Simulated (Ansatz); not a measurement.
Here is the system:

Rh:
```
Rh
1.0
    0.00000     2.75605     2.75605
    2.75605     0.00000     2.75605
    2.75605     2.75605     0.00000
Rh
2
Cartesian
  0.00000   0.00000   0.00000
  1.37802   1.37802   1.37802
```

This is the PBE-relaxed structure.

Question: All from the program Ansatz at the PBE level (PAW), unless another level is named. Give the density of states at the Fermi level.

Answer: 1.8 states/eV per atom (mean over ±0.08 eV).

Question: And the gap with spin–orbit coupling?

Answer: none (metallic).

Space group Fd-3m (diamond). The start of the workflow was typed in or built on a structure type; neither database checked (COD, Materials Project) lists it. It is not the phase usual at ambient conditions (space group No. 225). The cell was relaxed with PBE under the symmetry of its start; its stability against distortions is not shown here. The workflow began spin-polarised and lost its moments. Spin–orbit coupling is left out wherever it is not named.

Potentials: the later of the program's two PAW sets.
